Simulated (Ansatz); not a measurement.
The relaxed structure here is a generated cell of Al2O3: the first start was made by placing the elements on the sites of a structure type, and the end was not matched to a known phase here, so it may be hypothetical. Known forms of Al2O3 include space group No. 167.

One stationary structure of Al$_{2}$O$_{3}$. Calculation: PBE (plane waves to 420 eV, PAW, scalar-relativistic; Ansatz, a quantum-chemistry and plane-wave program).

```
CELL_PARAMETERS angstrom
      5.52908     0.00000     0.00000
      0.00000     5.52908     0.00000
      0.00000     0.00000     2.82463
ATOMIC_POSITIONS crystal
  O  0.00000 0.00000 0.00000
  O  0.50000 0.50000 0.00000
  O  0.14420 0.64420 0.50000
  O  0.64420 0.85580 0.50000
  O  0.35580 0.14420 0.50000
  O  0.85580 0.35580 0.50000
  Al 0.29550 0.79550 0.00000
  Al 0.79550 0.70450 0.00000
  Al 0.20450 0.29550 0.00000
  Al 0.70450 0.20450 0.00000
```

Problem. Determine the symmetry and give the standard cell with its independent sites.

Solution. Space group P4/mbm (No. 127); a = b = 5.529 Å, c = 2.825 Å, α = β = γ = 90.00°

```tsv
atom	site	symmetry	x	y	z
O	2a	4/m..	0.0000	0.0000	0.0000
O	4h	m.2m	0.3558	0.1442	0.5000
Al	4g	m.2m	0.2045	0.2955	0.0000
```

Problem. Give the shortest distances between elements (the closest pairs, up to four, under 3.6 Å).

Solution. Al–O 1.84 Å; O–O 2.26 Å; Al–Al 2.81 Å.

```yaml
volume_per_atom: 8.64 Å³
density: 3.92 g/cm³
band_gap: 1.12 eV, indirect (valence top at Z, conduction bottom at Γ) (no spin-orbit coupling)
smallest_direct_gap: 1.19 eV at Γ
```

No spin polarisation in the result.

The run could not lose the symmetry of its start: the end is stationary, and may be a saddle point rather than a minimum.
